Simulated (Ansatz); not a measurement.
The calculation used Ansatz, DFT PBE, scalar-relativistic, plane waves, PAW. Settings: cutoff 420 eV, Γ-centred meshes spaced at most about 0.3 Å⁻¹, and about 0.25 Å⁻¹ or finer for metals (2π included), Gaussian smearing. No spin polarisation in the final relaxations.

All energies are static (0 K, no zero-point motion).

Two forms of Mg₃Te₂ were relaxed alike.

A. Space group P6/mmm (No. 191), hexagonal, a = 5.833 Å, c = 6.129 Å. Mg has 4 Mg at 2.92 Å and 4 Te at 3.30 Å; around Te lie 2 Te at 3.05–3.08 Å and 6 Mg at 3.30 Å.

B. Space group P-4m2 (No. 115), tetragonal, a = 4.331 Å, c = 7.534 Å. Around Mg on a site of symmetry 2mm lie 5 Te at 2.98–3.10 Å and 2 Mg at 3.32 Å; Mg on a site of symmetry -4m2 has 4 Te at 2.98 Å and 4 Mg at 3.32 Å; around Te lie 7 Mg at 2.98–3.10 Å.

Task: Which is lower in energy, and by how much?

Result: B is lower, by 292 meV/atom. A has space group P6/mmm (No. 191), 36.1 Å³/atom and no gap on its mesh; B has space group P-4m2 (No. 115), 28.3 Å³/atom and no gap. Counting Te atoms around Mg (those within 1.25 times the shortest such distance or 1.15 times the sum of covalent radii, 1.27 where that leaves under three; the shortest distance is added where it exceeds 1.18 times the sum of covalent radii; a slash parts the counts of unlike sites), A has Mg 4 from 3.3 Å and B has Mg 4/5. The denser one is the lower, and pressure would at first widen the difference. Both come from invented guesses. A third cell relaxed alike, in P4mm, lies 32 meV/atom below the lower of the two.

These runs have no spin–orbit coupling, which can matter for Te. Cells relaxed within their symmetry can be saddle points.
